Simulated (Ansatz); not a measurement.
The cell of CaCu4Bi is invented: random cell by space group and Wyckoff sites (I4/mmm, No. 139). Its size is a rough estimate.

Space group I4/mmm (No. 139). a = 6.825 Å, b = 6.825 Å, c = 5.431 Å, α = 90.00°, β = 90.00°, γ = 90.00°
```
atom  site  symmetry       x       y       z
  Ca    2b     4/mmm  0.0000  0.0000  0.5000
  Cu    8j      m2m. 0.8556  0.5000  0.0000
  Bi    2a     4/mmm  0.0000  0.0000  0.0000
```

Level of theory: DFT PBE, scalar-relativistic, plane waves, PAW in Ansatz. Cutoff 420 eV, Gaussian smearing, Γ-centred meshes. Cell and atoms relax first on a coarse mesh and then on a finer one. In between, the cell is made exact in the group found at 0.06 Å. In metals the finer mesh still leaves noise of several meV/atom or more. The steps can't lower the symmetry of their start. No spin polarisation.

A guess keeps its type if space group and coordination stay and the shape of the cell changes little (axis ratios within about 15 %, angles within 6°); the volume may change.

Q: Does it keep its structure type, or change into something else?

A: It keeps its type. The symmetry stays I4/mmm (No. 139). The volume per atom grows by 24.9 %, from 21.1 to 26.3 Å³. The shortest distance goes from 1.97 Å (Cu–Cu) to 2.23 Å (Cu–Cu). The ratio c/a of the conventional cell changes by a factor of 0.95. Counting neighbours within 15 % of an atom's shortest distance, the start has Bi 2, Ca 6, Cu 1 and the end Bi 2, Ca 6, Cu 1.

Formation energies are uncorrected and refer to the elements' standard structures at the same level.

Q: At what energy does it end?

A: +1.14 eV/atom. The separate elements lie lower, so it is unstable against them.

The last run used an 8×8×8 mesh for its 6-atom cell and Gaussian smearing of 0.10 eV. Spin–orbit coupling, which can matter for Bi, is left out. Symmetry constrained the relaxation, so the result can be a saddle point. Another cell of CaCu4Bi relaxed alike, in F-43m, lies 1.26 eV/atom lower, so this cell isn't the stable form at this level.
